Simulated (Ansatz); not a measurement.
# Equation of state of KEu3 under PBE

The structure is cubic, space group Pm-3m (No. 221). Conventional cell: a = 5.885 Å, b = 5.885 Å, c = 5.885 Å, α = 90.00°, β = 90.00°, γ = 90.00°. Eu (site symmetry 4/mmm) is surrounded by 8 Eu at 4.16 Å and 4 K at 4.16 Å. Around K (site symmetry m-3m) lie 12 Eu at 4.16 Å.

The cell comes from a database or a generator and needn't be the stable form of this composition.

The cell was scaled at fixed shape and fractions and run with Ansatz, Ansatz PAW, cutoff 420 eV; PBE, k mesh 5 × 5 × 5 on the cell of 4 atoms, fermi-dirac occupations of 0.05 eV, collinear spin, ferromagnetic start, no spin-orbit coupling. Energies are those that the program minimises, any entropy of the smearing included. For a metal such a mesh isn't converged to the digits shown. The magnetic state is the one that the start led to, which needn't be the lowest. Plain semilocal runs treat an open f shell poorly.

```csv
V (Å³/atom),energy over the lowest row (meV/atom)
47.8979,1.159
48.9170,0.000
49.9361,0.057
50.9552,1.215
51.9743,3.391
52.9934,?
54.0125,10.436
```

**Question.** Fit the third-order Birch-Murnaghan form, give V0, B0 and B′, and predict the energy left open.

**Answer.** With y = (V0/V)^(2/3), E = E0 + (9 V0 B0/16) [(y - 1)³ B′ + (y - 1)² (6 - 4y)]. Least squares through the rows shown give V0 = 49.3753 Å³/atom, E0 = -0.118 meV, B0 = 8.857 GPa (1 eV/Å³ = 160.218 GPa) and B′ = 3.36, with a largest miss of 0.002 meV. At V = 52.9934 the form with these constants gives 6.490 meV; the run gave 6.477 meV an atom.
